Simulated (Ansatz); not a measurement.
# ScHBr2 (P4/mmm) at 2 levels of theory

One geometry, relaxed with PBE; plane waves with PAW potentials in Ansatz, scalar-relativistic. No spin polarisation. Gaps are the least over mesh and band path; pressure is positive in compression.

```
Sc H Br
1.0
     5.27223    0.00000    0.00000
     0.00000    5.27223    0.00000
     0.00000    0.00000    3.92907
Sc H Br
1 1 2
Direct
  0.00000 0.00000 0.00000
  0.00000 0.00000 0.50000
  0.50000 0.00000 0.00000
  0.00000 0.50000 0.00000
```

| level | cutoff (eV) | k mesh | gap (eV) | pressure (GPa) |
| --- | --- | --- | --- | --- |
| PBE | 420 | 6×6×8 | 1.72 | 0.0 |

Problem. What comes out on the same cell with r2SCAN?

Solution.
| level | cutoff (eV) | k mesh | gap (eV) | pressure (GPa) |
| --- | --- | --- | --- | --- |
| r2SCAN | 500 | 6×6×8 | 2.15 | -0.7 |

The cell was found from a structure generator's guess, not taken from experiment.
